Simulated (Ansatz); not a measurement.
Relaxed-ion elastic tensor of Pt (fcc (Cu type), Fm-3m) in GPa (Voigt order), the program Ansatz at the r²SCAN+D4 level (PAW); density 21.35 g/cm³, 15.17 Å³ per atom.

```
 345   248   248   0.0   0.0   0.0
 248   345   248   0.0   0.0   0.0
 248   248   345   0.0   0.0   0.0
 0.0   0.0   0.0  76.1   0.0   0.0
 0.0   0.0   0.0   0.0  76.1   0.0
 0.0   0.0   0.0   0.0   0.0  76.1
```

Problem. Is the crystal mechanically stable?

Solution. Yes: the smallest eigenvalue of C is 76.1 GPa.

Problem. Work out the Voigt, Reuss and Hill averages.

Solution. K_V = 280, K_R = 280, K_H = 280; G_V = 65.0, G_R = 61.9, G_H = 63.5 GPa.

Problem. Give Young's modulus, Poisson's ratio, Pugh's ratio and the universal anisotropy index.

Solution. E = 9KG/(3K + G) = 177 GPa; ν = 0.39; K/G = 4.41 (ductile by the Pugh limit of 1.75); A_U = 5G_V/G_R + K_V/K_R − 6 = 0.25.

Problem. Estimate the sound speeds and the Debye temperature.

Solution. v_l = √((K + 4G/3)/ρ) = 4130 m/s, v_t = √(G/ρ) = 1720 m/s, mean 1950 m/s; Θ = (h/k)(3n/4πV)^(1/3) v_m = 235 K.

Problem. Give the Zener ratio and Young's modulus along [100], [110] and [111].

Solution. A = 2C44/(C11 − C12) = 1.57; 1/E = S11 − 2(S11 − S12 − S44/2)Γ with Γ = 0, 1/4, 1/3 gives 137, 185, 209 GPa.

The r²SCAN+D4 relaxation kept the symmetry of its start. No spin polarisation was allowed. The pairwise dispersion correction was not fitted to metals. As this level gives no gap, shear constants depend on the k-mesh and smearing (Fermi–Dirac, 0.1 eV here). On the denser mesh and wider smearing of the elastic run this cell carries a stress of 0.3 GPa. Spin–orbit coupling is left out wherever it is not named.

Potentials: the later of the program's two PAW sets.
